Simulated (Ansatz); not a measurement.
Input and command of a calculation in Ansatz (plane waves; scalar-relativistic PAW potentials unless the input names others):

```yaml
crystal:
  lattice:
    - [0.0, -2.53469493, 0.0]
    - [-2.53469493, 0.0, 0.0]
    - [0.0, 0.0, -2.53469493]
  atoms:
    - { symbol: W, position: [0.46516766, 0.5048359713, 0.4880277323] }
    - { symbol: W, position: [0.03483234, -0.0048359713, 0.0119722677] }
basis:
  ecutwfc: 500
kpoints:
  mp_grid: { grid: [10, 10, 10] }
hamiltonian:
  xc: r2scan
scf:
  occupations: { method: gaussian, width: 0.15 }
  max_iter: 100
output:
  forces: true
  eigenvalues: true
  stress: true
```

```bash
ansatz run input.yaml --threads 1 --pin off --max-ram 2560MiB --backend cpu --events-out ev --progress --plain --runs-dir out
```

Abridged log:
```
Pseudopotentials: kind: paw
Pseudopotential: W, paw, valence charge 14, recommended cutoff 500 eV (meta_gga)
Functional definition: r2SCAN
Crystal: 2 atoms, lattice volume = 16.285 Å³
Basis set: ecut = 500 eV, 437 PW (Γ), exchange–correlation on 80×80×80 points (64 copies of the dense FFT grid, shifted against one another)
Bands: 18, of which v1, the nominal top of the filled ones, is band 14 counted from 1 (13 counted from 0)
Symmetry: 2 space group operations
Space group: P-1 (ITA 2), of the structure as read, at distance tolerance 2.5e-5 Å
k-points: 504 of 1000
Initial density: superposition of atomic densities (neutral atoms: chi_scale 0, normalization atom), corrected by the library's trained network
Initial wavefunctions: pseudopotential atomic-orbital guess
Functional: x = r2scan, c = r2scan; τ floored in thin density (d = 2e-4 eV/Å³)
SCF iter   1: F=—  HF=-20772.147255 eV  |F-HF|=—  |Δ(HF+E_count)|=         —  Δρ=1.66e-1  dr2=2.72e0  dr2_τ=1.62e0  ethr=1.77e-3  ⟨swp⟩=5.5  Hψ=47932  notcnv=0
SCF iter   2: F=—  HF=-20771.449190 eV  |F-HF|=—  |Δ(HF+E_count)|=   6.98e-1  Δρ=9.81e-2  dr2=9.23e-1  dr2_τ=6.34e-2  ethr=1.77e-3  ⟨swp⟩=3.4  Hψ=22259  notcnv=0  defer=86
SCF iter   3: F=—  HF=-20771.244068 eV  |F-HF|=—  |Δ(HF+E_count)|=   2.05e-1  Δρ=8.62e-3  dr2=4.82e-3  dr2_τ=3.47e-4  ethr=1.77e-3  ⟨swp⟩=2.9  Hψ=18909  notcnv=0  defer=86
SCF iter   4: F=—  HF=-20771.246222 eV  |F-HF|=—  |Δ(HF+E_count)|=   2.15e-3  Δρ=9.55e-4  dr2=1.42e-4  dr2_τ=1.44e-5  ethr=1.72e-5  ⟨swp⟩=2.1  Hψ=15071  notcnv=0  defer=86
SCF iter   5: F=—  HF=-20771.246196 eV  |F-HF|=—  |Δ(HF+E_count)|=   2.59e-5  Δρ=2.39e-4  dr2=7.92e-6  dr2_τ=2.68e-6  ethr=5.09e-7  ⟨swp⟩=2.3  Hψ=15598  notcnv=0  defer=86
SCF iter   6: F=—  HF=-20771.246193 eV  |F-HF|=—  |Δ(HF+E_count)|=   2.90e-6  Δρ=4.41e-5  dr2=1.14e-7  dr2_τ=4.47e-8  ethr=2.83e-8  ⟨swp⟩=2.1  Hψ=14314  notcnv=0  defer=86
SCF iter   7: F=-20771.246193 eV  HF=-20771.246193 eV  |F-HF|=8.33e-10  |Δ(HF+E_count)|=   1.02e-7  Δρ=4.44e-6  dr2=6.96e-10  dr2_τ=3.07e-10  ethr=3.57e-10  ⟨swp⟩=7.8  Hψ=45349  notcnv=0
SCF 1 converged in 7 iterations: F = -20771.246193 eV  dr2 = 6.96e-10
SCF converged after 7 iterations
Free energy (F): -20771.246193 eV
Harris-Foulkes:  -20771.246193 eV  (|F-HF|=8.33e-10)
Internal energy: -20771.237907 eV  (E = F + TS)
E sigma→0 (E₀):  -20771.242050 eV
Entropy (-TS):   -0.008286 eV (-4.143 meV/atom)
Fermi energy:    45.926582 eV
--- Forces (eV/Å), atoms counted from 1 ---
  atom   1  W      1.98008726   -12.55163351    -5.07800179
  atom   2  W     -1.98008726    12.55163351     5.07800179
--- Stress (GPa, compression-positive) ---
      827.357662      -6.484701      -2.648349
       -6.484700     783.728732      16.759179
       -2.648349      16.759179     822.153513
  P = ⅓ Tr σ = 811.0800 GPa (8110.800 kbar)
```

Q: The run was meant for a cell not far from equilibrium. Find the fault.

A: The fault is a lattice far too small (lattice vectors times 0.800). Setting it back cures it. The run converged all the same, with an energy at zero smearing 11.5 eV/atom above the reference's, pressure 811.08 GPa, largest force 13.684 eV/Å, no gap on the mesh, so convergence alone doesn't show that an input is right. A reference run of the cell with lattice vectors 0.0000 -3.1684 0.0000; -3.1684 0.0000 0.0000; 0.0000 0.0000 -3.1684 Å and the atoms in their places converged with pressure 5.72 GPa, largest force 2.578 eV/Å, no gap on the mesh.

The run took 21 s on 1 thread of Arm Neoverse V1, with other jobs on the host, peak memory 0.45 GiB.